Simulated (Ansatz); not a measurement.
CdS (wurtzite)

```
CdS
1.0
    4.19618     0.00000     0.00000
   -2.09809     3.63400     0.00000
    0.00000     0.00000     6.82953
Cd S
2 2
Cartesian
  0.00000   2.42266   6.82384
  2.09809   1.21133   3.40908
  0.00000   2.42266   2.56539
  2.09809   1.21133   5.98016
```

Scan: atom 4 (S, nearest neighbour Cd at 2.565 Å; its periodic images, 4.2 Å or more away, move with it) is displaced along Cartesian z, direction (0.000, 0.000, 1.000) in Cartesian axes, by s. The other atoms stay.

Computed with PBE (plane waves to 420 eV, PAW, scalar-relativistic; Ansatz, a program for electronic structure). k mesh 7×7×4 (Γ-centred), Fermi-Dirac smearing 0.05 eV. Energies are smeared free energies. Left out: 1 of 11 points, with atoms too close for the PAW data. CdS was relaxed with its symmetry unable to fall. ΔE is measured from the undisplaced structure.

```tsv
s (Å)	ΔE (meV/cell)
-0.616	2691
-0.462	1218
-0.308	445
-0.154	93
0.000	0
0.154	66
0.308	228
0.462	withheld
0.616	668
0.770	894
```

Fit a polynomial form (powers 2, 3, 4) to the given rows and predict ΔE at s = 0.462.

Least squares on the 9 given rows: ΔE = (3394)·s² + (-4346)·s³ + (2514)·s⁴, in meV/cell with s in Å; root-mean-square residual 24.5 meV/cell. At 0.462 the fit gives 410 meV/cell; the calculation gives 440 meV/cell, so the interpolation is off by -30 (-6.8 %). The quadratic term alone would give 724 meV/cell.

(For displaced atoms, the force is minus the slope of the energy, and its curvature is a force constant, which sets phonon frequencies.)
